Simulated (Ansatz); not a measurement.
Relaxed CsPbCl$_{3}$ (cubic perovskite):

```
CELL_PARAMETERS angstrom
      5.67354     0.00000     0.00000
      0.00000     5.67354     0.00000
      0.00000     0.00000     5.67354
ATOMIC_POSITIONS crystal
  Cs 0.00000 0.00000 0.00000
  Pb 0.50000 0.50000 0.50000
  Cl 0.00000 0.50000 0.50000
  Cl 0.50000 0.50000 0.00000
  Cl 0.50000 0.00000 0.50000
```

In each cell atom 1 (Cs, nearest neighbour Cl at 4.012 Å; its periodic images, 5.7 Å or more away, move with it) moves by s·(-0.707, -0.707, 0.000) (towards the nearest neighbour), the rest being held.

Computed with r2SCAN (plane waves to 500 eV, PAW, scalar-relativistic; Ansatz, a first-principles code). k mesh 5×5×5 (Γ-centred), Fermi-Dirac smearing 0.05 eV. Compression counts positive. F∥ is the force on the atom along that direction. CsPbCl3 was relaxed with its symmetry unable to fall. Spin-orbit coupling is left out, though Pb is heavy. The PAW data are Ansatz's earlier set. This is a high-temperature form of CsPbCl3. 

```json
[
 {"s (Å)": "-1.200", "P (GPa)": "(withheld)", "F∥ (eV/Å)": "(withheld)"},
 {"s (Å)": "-0.960", "P (GPa)": "1.33", "F∥ (eV/Å)": "(withheld)"},
 {"s (Å)": "-0.720", "P (GPa)": "(withheld)", "F∥ (eV/Å)": "0.442"},
 {"s (Å)": "-0.480", "P (GPa)": "0.24", "F∥ (eV/Å)": "0.161"},
 {"s (Å)": "-0.240", "P (GPa)": "0.04", "F∥ (eV/Å)": "0.047"},
 {"s (Å)": "0.000", "P (GPa)": "-0.03", "F∥ (eV/Å)": "0.000"},
 {"s (Å)": "0.240", "P (GPa)": "0.04", "F∥ (eV/Å)": "-0.047"},
 {"s (Å)": "0.480", "P (GPa)": "0.24", "F∥ (eV/Å)": "-0.161"},
 {"s (Å)": "0.720", "P (GPa)": "(withheld)", "F∥ (eV/Å)": "-0.442"},
 {"s (Å)": "0.960", "P (GPa)": "1.33", "F∥ (eV/Å)": "(withheld)"},
 {"s (Å)": "1.200", "P (GPa)": "(withheld)", "F∥ (eV/Å)": "(withheld)"}
]
```

Some entries are withheld; supply them.


- -1.200, P (GPa): 2.51
- -1.200, F∥ (eV/Å): 2.352
- -0.960, F∥ (eV/Å): 1.064
- -0.720, P (GPa): 0.63
- 0.720, P (GPa): 0.63
- 0.960, F∥ (eV/Å): -1.064
- 1.200, P (GPa): 2.51
- 1.200, F∥ (eV/Å): -2.352

(For displaced atoms, the force is minus the slope of the energy, and its curvature is a force constant, which sets phonon frequencies.)
